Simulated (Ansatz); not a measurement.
Input, command and steps of an Ansatz relaxation.

```yaml
crystal:
  lattice:
    - [-2.1994843412, 2.1994843412, 4.913133853]
    - [2.1994843412, -2.1994843412, 4.913133853]
    - [2.1994843412, 2.1994843412, -4.913133853]
  atoms:
    - { symbol: "Y", position: [0.5, 0.5, 0.0] }
    - { symbol: "Y", position: [0.25, 0.75, 0.5] }
    - { symbol: "Y", position: [0.75, 0.25, 0.5] }
    - { symbol: Ti, position: [0.0, 0.0, 0.0] }
basis:
  ecutwfc: 420
kpoints:
  mp_grid: { grid: [6, 6, 6] }
hamiltonian:
  xc: pbe
scf:
  occupations: { method: gaussian, width: 0.1 }
  lower_state_search: "off"
output:
  forces: true
  stress: true
  eigenvalues: true
relax:
  adjacent_minimum: "off"
  f_tol: 0.04
  max_steps: 70
  cell: { stress_tol: 0.4 }
```

```bash
ansatz run input.yaml --threads 1 --pin off --max-ram 2560MiB --backend cpu --events-out ev --progress --plain --runs-dir out
```

Theory: DFT PBE, scalar-relativistic, plane waves, PAW in Ansatz.

Of 6 frames 6 are shown, positions in Å and forces in eV/Å; the SCF threshold varies from step to step. Steps run on the plane waves of an earlier cell, with a Pulay correction in the pressure. The basis is chosen afresh for the last frame, the zero of the energies, and at times for earlier ones too; energy and pressure step there, also at an unchanged geometry.

```xyz
4
Lattice="-2.1995 2.1995 4.9131 2.1995 -2.1995 4.9131 2.1995 2.1995 -4.9131" Properties=species:S:1:pos:R:3:forces:R:3 pbc="T T T" step=1 free_energy_over_end_meV_per_atom=143.84 pressure_GPa=9.85
Y     0.0000    0.0000    4.9131    0.0000    0.0000    0.0000
Y     2.1995    0.0000    2.4566    0.0000    0.0000    0.0000
Y     0.0000    2.1995    2.4566    0.0000    0.0000    0.0000
Ti    0.0000    0.0000    0.0000    0.0000    0.0000    0.0000
4
Lattice="-2.3080 2.3080 5.0277 2.3080 -2.3080 5.0277 2.3080 2.3080 -5.0277" Properties=species:S:1:pos:R:3:forces:R:3 pbc="T T T" step=2 free_energy_over_end_meV_per_atom=25.32 pressure_GPa=2.21
Y     0.0000    0.0000    5.0277    0.0000    0.0000    0.0000
Y     2.3080    0.0000    2.5139    0.0000    0.0000    0.0000
Y     0.0000    2.3080    2.5139    0.0000    0.0000    0.0000
Ti    0.0000    0.0000    0.0000    0.0000    0.0000    0.0000
4
Lattice="-2.3694 2.3694 4.9567 2.3694 -2.3694 4.9567 2.3694 2.3694 -4.9567" Properties=species:S:1:pos:R:3:forces:R:3 pbc="T T T" step=3 free_energy_over_end_meV_per_atom=6.34 pressure_GPa=0.26
Y     0.0000    0.0000    4.9567    0.0000    0.0000    0.0000
Y     2.3694    0.0000    2.4784    0.0000    0.0000    0.0000
Y     0.0000    2.3694    2.4784    0.0000    0.0000    0.0000
Ti    0.0000    0.0000    0.0000    0.0000    0.0000    0.0000
4
Lattice="-2.4045 2.4045 4.8545 2.4045 -2.4045 4.8545 2.4045 2.4045 -4.8545" Properties=species:S:1:pos:R:3:forces:R:3 pbc="T T T" step=4 free_energy_over_end_meV_per_atom=1.69 pressure_GPa=-0.21
Y     0.0000    0.0000    4.8545    0.0000    0.0000    0.0000
Y     2.4045    0.0000    2.4272    0.0000    0.0000    0.0000
Y     0.0000    2.4045    2.4272    0.0000    0.0000    0.0000
Ti    0.0000    0.0000    0.0000    0.0000    0.0000    0.0000
4
Lattice="-2.4157 2.4157 4.7793 2.4157 -2.4157 4.7793 2.4157 2.4157 -4.7793" Properties=species:S:1:pos:R:3:forces:R:3 pbc="T T T" step=5 free_energy_over_end_meV_per_atom=0.85 pressure_GPa=0.04
Y     0.0000    0.0000    4.7793    0.0000    0.0000    0.0000
Y     2.4157    0.0000    2.3897    0.0000    0.0000    0.0000
Y     0.0000    2.4157    2.3897    0.0000    0.0000    0.0000
Ti    0.0000    0.0000    0.0000    0.0000    0.0000    0.0000
4
Lattice="-2.4157 2.4157 4.7793 2.4157 -2.4157 4.7793 2.4157 2.4157 -4.7793" Properties=species:S:1:pos:R:3:forces:R:3 pbc="T T T" step=6 free_energy_over_end_meV_per_atom=0.00 pressure_GPa=0.12
Y     0.0000    0.0000    4.7793    0.0000    0.0000    0.0000
Y     2.4157    0.0000    2.3897    0.0000    0.0000    0.0000
Y     0.0000    2.4157    2.3897    0.0000    0.0000    0.0000
Ti    0.0000    0.0000    0.0000    0.0000    0.0000    0.0000
```

The start puts this composition into another compound's structure type, which needn't suit it. At the end the space group is I4/mmm (tolerance 0.05 Å).

Time: 34 s on 1 thread of Arm Neoverse V2 (shared host), peak memory 0.41 GiB.

The k mesh is coarse. Spin polarisation was left out, and a magnetic state may lie lower.